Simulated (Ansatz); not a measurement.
## YCu: strain energy, fitted

YCu, Pm-3m, a = 3.424 Å. The structure is a Materials Project entry; whether it is the stable form wasn't checked. Ansatz: PBEsol, PAW, 420 eV, Γ-centred 12×12×12 mesh on 2 atoms, Gaussian smearing 0.10 eV; no spin polarisation. Series: shear of c along a, cell held, atoms fixed by symmetry; x is the strain in per cent (engineering shear). y is the free energy over the unstrained cell, V0 = 20.079 Å³/atom. Symmetry makes y even in x.

| x (%) | y (meV/atom) |
| --- | --- |
| 0.0 | 0.00 |
| 2.0 | 1.05 |
| 4.0 | 4.16 |
| 6.0 | 9.28 |
| 8.0 | 16.33 |
| 12.0 | ? |

Fit y = c2 x² + c4 x⁴ to the other rows, turn c2 into a modulus, and predict the missing energy.

Least squares on the rows shown. y = 0.26139 x² − 9.7633×10⁻⁵ x⁴. In eV per unit strain² c2 is 2.614; this is the shear stiffness (E = ½ C V0 γ²): 2 × 2.614 × 160.2 / (20.079) = 42 GPa. At x = 12.0 the fit asked for gives 35.62 meV/atom. The run gave 36.25 meV/atom, so the fit is 0.63 meV/atom too low, 1.7 % of the span of the series, against an rms of 0.004 meV/atom on the fitted rows. The row lies outside the fitted range. With a term in x⁶ added, a fit to the same known rows predicts 36.28 meV/atom, so most of the miss is curvature that the known rows already hold.